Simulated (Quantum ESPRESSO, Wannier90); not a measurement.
# LiNbF$_{6}$ (R-3), plane waves to Wannier functions

```xyz
8
Lattice="-2.5573 4.4294 0.0000 -5.1146 0.0000 0.0000 -2.5573 1.4765 4.5570" Properties=species:S:1:pos:R:3 pbc="T T T"
Li    -5.1146     2.9529     2.2785
Nb     0.0000     0.0000     0.0000
F      0.9587     1.2487    -1.1162
F     -0.9587    -1.2487     1.1162
F      0.6020    -1.4546    -1.1162
F     -0.6020     1.4546     1.1162
F     -1.5607     0.2060    -1.1162
F      1.5607    -0.2060     1.1162
```

Cell from Materials Project (mp-1078799), symmetrised, no further relaxation. Not found in the COD (Crystallography Open Database) copy used; not checked further. Method: PBEsol plane waves in Quantum ESPRESSO 7.5 (PseudoDojo norm-conserving files, 68 Ry, spinors with spin-orbit coupling), Bloch states on a 4×4×4 mesh through Γ, Wannier90 4.0.1. Density: 8×8×8 mesh, Gaussian smearing 0.01 Ry.

A tight-binding model is made by disentanglement and projection with no localisation steps (num_iter = 0), so the 46 orbitals stay atom-like: hydrogen-like Nb: d; F: p, axes along x, y, z; frozen window up to 6.78 eV relative to the valence-band maximum. It follows pw.x to 0.2 meV rms for states up to 6.3 eV relative to the valence-band maximum. Matrix elements depend on this choice of orbitals and windows.

The 45 largest hoppings ⟨m,0|H|n,R⟩ between different sites (one of each Hermitian pair; signs follow the real orbitals' lobes; the list may end inside a set of equal values):

```csv
m,n,R,distance of the centres (Å),t (eV),Im t (eV)
F7 px↑,Nb2 dxz↑,0 0 0,1.94,-2.181,0.000
F7 px↓,Nb2 dxz↓,0 0 0,1.94,-2.181,0.000
F8 px↑,Nb2 dxz↑,0 0 0,1.94,2.181,0.000
F8 px↓,Nb2 dxz↓,0 0 0,1.94,2.181,0.000
F5 py↑,Nb2 dyz↑,0 0 0,1.94,-1.796,0.000
F5 py↓,Nb2 dyz↓,0 0 0,1.94,-1.796,0.000
F6 py↑,Nb2 dyz↑,0 0 0,1.94,1.796,0.000
F6 py↓,Nb2 dyz↓,0 0 0,1.94,1.796,0.000
F3 px↑,Nb2 dyz↑,0 0 0,1.93,-1.493,0.001
F3 px↓,Nb2 dyz↓,0 0 0,1.93,-1.493,-0.001
F4 px↑,Nb2 dyz↑,0 0 0,1.93,1.493,-0.001
F4 px↓,Nb2 dyz↓,0 0 0,1.93,1.493,0.001
F3 pz↑,Nb2 dxy↑,0 0 0,1.93,-1.492,-0.001
F3 pz↓,Nb2 dxy↓,0 0 0,1.93,-1.492,0.001
F4 pz↑,Nb2 dxy↑,0 0 0,1.93,1.492,0.001
F4 pz↓,Nb2 dxy↓,0 0 0,1.93,1.492,-0.001
F3 py↑,Nb2 dxz↑,0 0 0,1.93,-1.488,-0.001
F3 py↓,Nb2 dxz↓,0 0 0,1.93,-1.488,0.001
F4 py↑,Nb2 dxz↑,0 0 0,1.93,1.488,0.001
F4 py↓,Nb2 dxz↓,0 0 0,1.93,1.488,-0.001
F7 pz↑,Nb2 dx2-y2↑,0 0 0,1.93,-1.485,0.001
F7 pz↓,Nb2 dx2-y2↓,0 0 0,1.93,-1.485,-0.001
F8 pz↑,Nb2 dx2-y2↑,0 0 0,1.93,1.485,-0.001
F8 pz↓,Nb2 dx2-y2↓,0 0 0,1.93,1.485,0.001
F5 pz↑,Nb2 dx2-y2↑,0 0 0,1.93,1.098,0.002
F5 pz↓,Nb2 dx2-y2↓,0 0 0,1.93,1.098,-0.002
F6 pz↑,Nb2 dx2-y2↑,0 0 0,1.93,-1.098,-0.002
F6 pz↓,Nb2 dx2-y2↓,0 0 0,1.93,-1.098,0.002
F7 py↑,Nb2 dxy↑,0 0 0,1.92,1.098,-0.001
F7 py↓,Nb2 dxy↓,0 0 0,1.92,1.098,0.001
F8 py↑,Nb2 dxy↑,0 0 0,1.92,-1.098,0.001
F8 py↓,Nb2 dxy↓,0 0 0,1.92,-1.098,-0.001
F3 py↑,Nb2 dyz↑,0 0 0,1.93,-1.083,0.000
F3 py↓,Nb2 dyz↓,0 0 0,1.93,-1.083,0.000
F4 py↑,Nb2 dyz↑,0 0 0,1.93,1.083,0.000
F4 py↓,Nb2 dyz↓,0 0 0,1.93,1.083,0.000
F5 py↑,Nb2 dxz↑,0 0 0,1.94,1.082,-0.001
F5 py↓,Nb2 dxz↓,0 0 0,1.94,1.082,0.001
F6 py↑,Nb2 dxz↑,0 0 0,1.94,-1.082,0.001
F6 py↓,Nb2 dxz↓,0 0 0,1.94,-1.082,-0.001
F5 pz↑,Nb2 dxy↑,0 0 0,1.93,1.081,-0.002
F5 pz↓,Nb2 dxy↓,0 0 0,1.93,1.081,0.002
F6 pz↑,Nb2 dxy↑,0 0 0,1.93,-1.081,0.002
F6 pz↓,Nb2 dxy↓,0 0 0,1.93,-1.081,-0.002
F5 px↑,Nb2 dyz↑,0 0 0,1.92,1.077,0.000
```
